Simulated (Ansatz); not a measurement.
LiNbO₃ in space group R3c (No. 161; Li on 6a, Nb on 6a, O on 18b), DFT-PBE in the program Ansatz with PAW potentials, all energies at zero smearing, with the estimated change up to a 700 eV cutoff added, with one set of potentials and settings (totals compare only within such a set). Cell of 10 atoms (2 Li, 2 Nb, 6 O): -12929.589 eV.

```tsv
element	reference phase	E (eV/atom)
Li	Fm-3m, 1 atoms in the cell	-204.6908
Nb	Im-3m, 1 atoms in the cell	-4552.3152
O	C2/m, 4 atoms in the cell, spin-polarised	-565.0042
```

Formation energy per atom, worked out: (-12929.589 − 2×(-204.6908) − 2×(-4552.3152) − 6×(-565.0042))/10 = -2.555 eV/atom (-247 kJ per mol of atoms), at 0 K, without zero-point energy or fitted corrections.

The PBE relaxation kept the symmetry of its start. The run is not spin-polarised. The references are the lowest solids computed at this level, not always the standard phases (solids in place of the gases).

Potentials: the earlier of the program's two PAW sets.
